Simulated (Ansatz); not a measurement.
Input:

Al₂Au:
```
CELL_PARAMETERS angstrom
      0.00000     3.00150     3.00150
      3.00150     0.00000     3.00150
      3.00150     3.00150     0.00000
ATOMIC_POSITIONS crystal
  Au 0.00000 0.00000 0.00000
  Al 0.25000 0.25000 0.25000
  Al 0.75000 0.75000 0.75000
```

This is the PBEsol-relaxed structure.

### Question
All from DFT-PBEsol in the program Ansatz with PAW potentials, unless another level is named. Give the formation energy from the elements (no fitted shifts).

### Answer
-0.45 eV/atom.

### Question
What about the density of states at the Fermi level?

### Answer
0.31 states/eV per atom (mean over ±0.08 eV).

### Question
Predict the gap with spin–orbit coupling.

### Answer
none (metallic).

Space group Fm-3m (fluorite or antifluorite type). The cell was relaxed with PBEsol under the symmetry of its start; of distortions, only those at the zone centre were tested. The references are the lowest solids computed at this level, not always the standard phases. Scalar-relativistic: spin–orbit coupling is off unless named, which matters more the heavier the elements.

Potentials: the later of the program's two PAW sets.
